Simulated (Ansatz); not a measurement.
**Every step of a relaxation of rocksalt TaN (100), 3 layers**

DFT, LDA, PAW with Ansatz's default frozen-core files, scalar-relativistic (Ansatz 0.2.0); a Γ-centred 11×11×1 k mesh, Fermi–Dirac smearing of 0.08 eV, no spin polarisation. The run relaxes the atoms in the fixed cell.

Command: `ansatz run input.yaml --threads 2 --pin off --max-ram 4096MiB --backend cpu --events-out ev --progress --plain --runs-dir out` It took 14 s on 2 threads of Intel(R) Xeon(R) 6975P-C (Granite Rapids), with other jobs on the host, peak memory 0.51 GiB.

```yaml
crystal:
  lattice:
    - [3.0747609995, 0.0, 0.0]
    - [0.0, 3.0747609995, 0.0]
    - [0.0, 0.0, 20.3484]
  atoms:
    - { symbol: Ta, position: [0.25, 0.25, 0.3931520732] }
    - { symbol: "N", position: [0.75, 0.75, 0.3931520732] }
    - { symbol: Ta, position: [0.75, 0.75, 0.5] }
    - { symbol: "N", position: [0.25, 0.25, 0.5] }
    - { symbol: Ta, position: [0.25, 0.25, 0.6068479268] }
    - { symbol: "N", position: [0.75, 0.75, 0.6068479268] }
kpoints:
  mp_grid: { grid: [11, 11, 1] }
scf:
  occupations: { method: fermi_dirac, width: 0.08 }
hamiltonian:
  xc: lda
  pseudopotentials: { kind: paw }
output:
  forces: true
  stress: true
  eigenvalues: true
relax:
  f_tol: 0.01
  max_steps: 40
efield:
  axis: 3
  amplitude: 0
  dipole_correction: true
```

Each step lists its free energy a cell above the last geometry, and Cartesian positions (Å) with forces (eV/Å).

The first step:

```
step 1  dF = 363.33 meV
  Ta 0.7687 0.7687 8.0000   0.0000 0.0000 1.7067
  N 2.3061 2.3061 8.0000   0.0000 0.0000 -1.6308
  Ta 2.3061 2.3061 10.1742   0.0000 0.0000 0.0000
  N 0.7687 0.7687 10.1742   0.0000 0.0000 0.0000
  Ta 0.7687 0.7687 12.3484   0.0000 0.0000 -1.7067
  N 2.3061 2.3061 12.3484   0.0000 0.0000 1.6308
```

Spin–orbit coupling is left out, which matters for the heavy atoms. The PAW files were made under PBE.

Where does the relaxation end, and by which steps?

After 4 geometries, with a shortest distance of 2.063 Å. The further steps:
```
step 2  dF = 15.83 meV
  Ta 0.7687 0.7687 8.0921   0.0000 0.0000 0.2840
  N 2.3061 2.3061 7.9112   0.0000 0.0000 -0.3260
  Ta 2.3061 2.3061 10.1742   0.0000 0.0000 0.0000
  N 0.7687 0.7687 10.1742   0.0000 0.0000 0.0000
  Ta 0.7687 0.7687 12.2563   0.0000 0.0000 -0.2840
  N 2.3061 2.3061 12.4372   0.0000 0.0000 0.3260
step 3  dF = 0.69 meV
  Ta 0.7687 0.7687 8.1045   0.0000 0.0000 0.0807
  N 2.3061 2.3061 7.8819   0.0000 0.0000 -0.0452
  Ta 2.3061 2.3061 10.1742   0.0000 0.0000 0.0000
  N 0.7687 0.7687 10.1742   0.0000 0.0000 0.0000
  Ta 0.7687 0.7687 12.2439   0.0000 0.0000 -0.0807
  N 2.3061 2.3061 12.4665   0.0000 0.0000 0.0452
step 4  dF = 0.00 meV
  Ta 0.7687 0.7687 8.1112   0.0000 0.0000 -0.0042
  N 2.3061 2.3061 7.8785   0.0000 0.0000 -0.0075
  Ta 2.3061 2.3061 10.1742   0.0000 0.0000 0.0000
  N 0.7687 0.7687 10.1742   0.0000 0.0000 0.0000
  Ta 0.7687 0.7687 12.2372   0.0000 0.0000 0.0042
  N 2.3061 2.3061 12.4699   0.0000 0.0000 0.0075
step 5  dF = 0.00 meV  (same geometry, solved once more)
  Ta 0.7687 0.7687 8.1112   0.0000 0.0000 -0.0044
  N 2.3061 2.3061 7.8785   0.0000 0.0000 -0.0074
  Ta 2.3061 2.3061 10.1742   0.0000 0.0000 0.0000
  N 0.7687 0.7687 10.1742   0.0000 0.0000 0.0000
  Ta 0.7687 0.7687 12.2372   0.0000 0.0000 0.0044
  N 2.3061 2.3061 12.4699   0.0000 0.0000 0.0074
```
